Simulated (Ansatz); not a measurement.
## What DFT gives for Al₂Cr₂Re

```xyz
5
Lattice="3.2280 0.0000 0.0000 1.6140 -6.0725 0.0000 0.0000 0.0000 -3.2612" Properties=species:S:1:pos:R:3 pbc="T T T"
Cr    1.6140   -4.2889    0.0000
Cr    3.2280   -1.7836    0.0000
Re    1.6140    0.0000   -1.6306
Al    1.6140   -2.5017   -1.6306
Al    3.2280   -3.5707   -1.6306
```

Single point in Ansatz 0.2.0 with r2SCAN, no spin polarisation. Cutoff 500 eV, PAW datasets, 9×9×8 Γ-centred k mesh, fermi-dirac filling (width 0.0754 eV).

(1) How is the charge shared?

(2) Is it stable against the elements?

(3) Which atom feels the largest force, and which way?

(4) What does the stress say?

(5) What happens at the Fermi level?

Origin: a known structure type with other elements, at an estimated volume, so it need not be a known compound. Caveats: no spin polarisation, so a magnetic state may lie lower; atoms or cell far from equilibrium.

Answers

(1) Bader charges in e: Al +1.73, Cr -0.01, Re -1.16. In the mean Al gives up most and Re takes most. There are 4 density maxima away from the nuclei.

(2) 1.41 eV an atom against the elements' usual phases (free molecules for gases, crystals otherwise, with no correction for O₂ or N₂), so at this geometry it isn't bound against them. Relaxing would lower it.

(3) The largest is on Al4 (and as large on other atoms): 9.69 eV/Å, components (0.00, 9.69, 0.00). It makes 124° with the line to a nearest neighbour, Al5 at 1.94 Å.

(4) The pressure is 25.2 GPa (compression positive), so with the atoms held at these fractions the cell would first expand; the forces are large, so a full relaxation may end otherwise. The principal stresses -8.1, 30.4, 53.2 GPa differ, so its shape would change too.

(5) It is a metal, with about 3.8 states/eV a cell as the mean within 0.25 eV of the Fermi level, mostly Cr d (62 %) and Re d (34 %).
